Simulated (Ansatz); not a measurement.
Frames from the relaxation of a relaxed Pb cell displaced along its unstable phonon at q = (½, 0, 0) of its primitive reciprocal cell (18i cm⁻¹), largest move 0.15 Å, as extended XYZ (Å, eV, eV/Å, GPa with compression positive). Computed with r2SCAN (plane waves to 500 eV, PAW, scalar-relativistic; Ansatz, a first-principles code). Γ-centred k-mesh 6×11×10 on the run's cell (coarser than for final values), Fermi–Dirac smearing 0.05 eV.

```xyz
2
Lattice="3.3933 -5.8569 0.0000 1.6763 2.9167 0.0000 0.0000 0.0000 3.2394" Properties=species:S:1:pos:R:3:forces:R:3 pbc="T T T" step=2 free_energy=-23845.732 pressure=0.0 accepted=T
Pb     0.0000     0.0000     0.2073    0.0000    0.0000    0.0599
Pb     3.3730    -0.0117    -0.2073    0.0000    0.0000   -0.0599
2
Lattice="3.3828 -5.8538 0.0000 1.6669 2.9128 0.0000 0.0000 0.0000 3.2470" Properties=species:S:1:pos:R:3:forces:R:3 pbc="T T T" step=3 free_energy=-23845.742 pressure=0.1 accepted=T
Pb     0.0000     0.0000     0.2803    0.0000    0.0000    0.0653
Pb     3.3583    -0.0141    -0.2803    0.0000    0.0000   -0.0653
2
Lattice="3.3485 -5.8364 0.0000 1.6654 2.9131 0.0000 0.0000 0.0000 3.2567" Properties=species:S:1:pos:R:3:forces:R:3 pbc="T T T" step=4 free_energy=-23845.753 pressure=0.1 accepted=T
Pb     0.0000     0.0000     0.3594    0.0000    0.0000    0.0662
Pb     3.3397    -0.0051    -0.3594    0.0000    0.0000   -0.0662
```

The path has 21 moves and ends in I4/mmm (No. 139), 0.06 eV/atom below its start. Free energies are of the whole cell and compare only within this code, potentials and settings.  No spin polarisation in the result.

The run could not lose the symmetry of its start, so the end can be a saddle point.

The end of the path is a generated cell of Pb: the first start was made by placing the elements on the sites of a structure type, and the end was not matched to a known phase here, so it may be hypothetical. Known forms of Pb include space group No. 225.
